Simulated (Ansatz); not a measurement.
# Is this Sr7La structure stable?

It was reached by relaxing an invented guess, and it needn't be the stable form of this composition.

Theory: Ansatz, DFT PBE, scalar-relativistic, plane waves, PAW. Settings of the last relaxation (8-atom cell): 420 eV, 6×6×6 k points, Gaussian smearing of 0.10 eV, no spin polarisation.

```yaml
crystal:
  lattice:
    - [0.00000, 5.92921, 5.92921]
    - [5.92921, 0.00000, 5.92921]
    - [5.92921, 5.92921, 0.00000]
  atoms:
    - { symbol: Sr, position: [0.50000, 0.50000, 0.50000] }
    - { symbol: Sr, position: [0.50000, 0.00000, 0.00000] }
    - { symbol: Sr, position: [0.50000, 0.00000, 0.50000] }
    - { symbol: Sr, position: [0.00000, 0.50000, 0.50000] }
    - { symbol: Sr, position: [0.00000, 0.50000, 0.00000] }
    - { symbol: Sr, position: [0.50000, 0.50000, 0.00000] }
    - { symbol: Sr, position: [0.00000, 0.00000, 0.50000] }
    - { symbol: La, position: [0.00000, 0.00000, 0.00000] }
```

Formation energies are uncorrected and refer to the elements' standard structures at the same level.

Question: These tests were run: energy against the elements; random kick, then relaxation without symmetry; phonons at Γ. What do they show?

Answer:

```csv
test,result
energy against the elements,+0.09 eV/atom
"random kick, then relaxation without symmetry",returns
phonons at Γ,lowest optical mode 41 cm⁻¹
```

It fails one test: energy against the elements. It may still be a metastable minimum.

The cell is a metal run without spin; a magnetic state may lie lower. The kick test ran on a coarse mesh. The run for the phonons used a 6×6×6 k mesh and Fermi–Dirac smearing of 0.15 eV.
